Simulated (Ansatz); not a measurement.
**MoS2, first-principles data**

MoS₂:
```
MoS2
1.0
    3.17378     0.00000     0.00000
   -1.58689     2.74858     0.00000
    0.00000     0.00000    19.31039
Mo S
3 6
Direct
  0.66667   0.33333   0.00000
  0.33333   0.66667   0.67669
  0.33333   0.66667   0.32331
  0.33333   0.66667   0.08045
  0.33333   0.66667   0.91955
  0.66667   0.33333   0.75716
  0.66667   0.33333   0.24284
  0.66667   0.33333   0.40375
  0.66667   0.33333   0.59625
```

Space group P-6m2 (No. 187); conventional cell a = 3.1738 Å, b = 3.1738 Å, c = 19.3104 Å, α = 90.00°, β = 90.00°, γ = 120.00°.

Method: the program Ansatz at the r²SCAN+D4 level (PAW). Structure relaxed to zero pressure with the same functional. Other levels are named where they apply.

### Cell and energy

```json
{
 "volume_per_atom": "18.72 Å³",
 "density": "4.73 g/cm³",
 "Formation energy from the elements (no fitted shifts)": "-0.99 eV/atom"
}
```

### Electronic structure

```json
{
  "band_gap": "1.13 eV (indirect)",
  "valence_band_maximum": "at A",
  "conduction_band_minimum": "at K (2 equivalent valleys)",
  "smallest_direct_gap_on_the_standard_path": "1.75 eV",
  "hole_effective_mass": "0.80, 0.80, 0.94 mₑ (principal values)",
  "Hole effective mass with spin–orbit coupling": "0.80, 0.80, 0.93 mₑ (principal values)",
  "HSE06 gap on the r²SCAN+D4 cell": "1.54 eV",
  "Gap with spin–orbit coupling": "1.13 eV"
}
```

### Dielectric response

```json
{
 "Electronic dielectric constant ε∞ (DFPT)": "14.2 (xx = yy), 4.94 (zz)",
 "Static dielectric constant ε0 (ions relaxed, cell fixed)": "14.3 (xx = yy), 4.96 (zz)",
 "Born charges (a third of the trace)": "Mo -0.73 to -0.71, S +0.35 to +0.37 e"
}
```

### Phonons

```json
{
 "Highest zone-centre frequency (without LO–TO term)": "474 cm⁻¹",
 "zone_centre_stability": "no imaginary mode at Γ",
 "dynamical_stability_on_the_path": "stable (no imaginary branch)",
 "zero_point_energy": "55.0 meV/atom",
 "Vibrational entropy at 300 K": "20.8 J/(K·mol of atoms)"
}
```

### Charges

```json
{
 "bader_charges": "Mo +1.31 to +1.32, S -0.66 e"
}
```

The first step of the workflow began from a Materials Project structure, measured or hypothetical; the Crystallography Open Database copy checked does not list it. It is not the phase usual at ambient conditions (space group No. 160, 194). The cell was relaxed with r²SCAN+D4 under the symmetry of its start. The run is not spin-polarised. The references are the lowest solids computed at this level, not always the standard phases. Scalar-relativistic: spin–orbit coupling is off unless named, which matters more the heavier the elements.

Potentials: the earlier of the program's two PAW sets.
